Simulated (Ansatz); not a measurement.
An Ansatz (a program for electronic structure) input:

Ansatz 0.2 input:
```yaml
crystal:
  lattice:
    - [0.0, 2.6008764787, 2.6008764787]
    - [2.6008764787, 0.0, 2.6008764787]
    - [2.6008764787, 2.6008764787, 0.0]
  atoms:
    - { symbol: Pt, position: [0.0, 0.0, 0.0] }
    - { symbol: W, position: [0.5, 0.5, 0.5] }
kpoints:
  mp_grid: { grid: [10, 10, 10] }
  band_path:
    path:
      - [[0.0, 0.0, 0.0], [0.5, 0.0, 0.5], [0.625, 0.25, 0.625]]  # Γ-X-U
      - [[0.375, 0.375, 0.75], [0.0, 0.0, 0.0], [0.5, 0.5, 0.5], [0.5, 0.25, 0.75], [0.5, 0.0, 0.5]]  # K-Γ-L-W-X
    npoints: 12
basis: { xc_grid: 2 }
hamiltonian:
  xc: pbesol
  pseudopotentials: { kind: paw }
magnetization: { noncollinear: true, spin_orbit: true }
scf:
  n_extra_bands: 12
  convergence: { dr2_threshold: 0.0000000001 }
  occupations: { method: gaussian, width: 0.05 }
output: { eigenvalues: true }
```

How many symmetry operations and irreducible k-points will the run report?

48 operations, 47 of 1000 k-points.

With a cutoff of 420 eV, how many plane waves at Γ?

701.

It took roughly 28 core-seconds on shared server cores.

Space group Fm-3m (rock salt). The start of the workflow was typed in or built on a structure type; neither database checked (COD, Materials Project) lists it. Whether it is the stable phase at ambient conditions was not checked. Symmetry was held in the PBEsol relaxation; its stability against distortions is not shown here. The run is not spin-polarised. Its formation energy is positive at this level, so the cell may be metastable or incomplete.

Potentials: the later of the program's two PAW sets.

Ansatz is a plane-wave DFT program.
